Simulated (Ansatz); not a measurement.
Input and command of a plane-wave DFT calculation in Ansatz:

```yaml
crystal:
  lattice:
    - [-1.657269, 1.657269, -1.657269]
    - [-1.657269, -1.657269, 1.657269]
    - [0.0, 6.9826293906, 6.9826293906]
  atoms:
    - { symbol: Au, position: [0.0, 0.0, 0.8306958848] }
    - { symbol: Au, position: [0.5, 0.5, 0.1186708407] }
    - { symbol: Au, position: [0.0, 0.0, 0.3560125221] }
    - { symbol: Au, position: [0.5, 0.5, 0.5933542034] }
basis:
  ecutwfc: 420
kpoints:
  mp_grid: { grid: [17, 17, 5] }
hamiltonian:
  xc: pbesol
scf:
  occupations: { method: gaussian, width: 0.15 }
output:
  forces: true
  stress: true
  eigenvalues: true
```

```bash
ansatz run input.yaml --threads 2 --pin off --max-ram 5120MiB --backend cpu --events-out ev --progress --plain --runs-dir out
```

Processor: Intel(R) Xeon(R) 6975P-C (Granite Rapids), 2 threads, on a host shared with other jobs.

Q: Estimate time, memory and problem size.

A: About 9.2 s on 2 threads of Intel(R) Xeon(R) 6975P-C (Granite Rapids), on a shared host, peak memory 0.81 GiB. It solves 46 bands at 243 k points (the mesh reduced by symmetry) with about 1495 plane waves, in 7 SCF iterations.
